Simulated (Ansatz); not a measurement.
ReS2 (rutile, space group No. 136) at seven volumes, r²SCAN (plane waves, PAW; program Ansatz), shape and atoms relaxed at each. One row is withheld.

```csv
V (Å³/atom),P (GPa)
16.313,19.04
16.851,11.58
17.389,5.30
17.927,0.00
18.464,?
19.002,-8.14
19.540,-11.17
```

Fit the shown pressures and predict the withheld one.

P = (3/2)B₀(x^(7/2) − x^(5/2))[1 + (3/4)(B′ − 4)(x − 1)] with x = (V₀/V)^(2/3). Least squares on the six rows gives V₀ = 17.929 Å³/atom, B₀ = 160 GPa, B′ = 4.85. At V = 18.464, x = 0.9806 and P = -4.38 GPa. The run itself gave -4.44 GPa.

Space group P4_2/mnm (rutile). A made-up cell: these elements were put on the sites of a structure type; neither database checked (COD, Materials Project) lists it. Its standing as an ambient phase is unchecked. The r²SCAN relaxation kept the symmetry of its start; its stability against distortions is not shown here. The run is not spin-polarised. Spin–orbit coupling is left out wherever it is not named.

Potentials: the later of the program's two PAW sets.
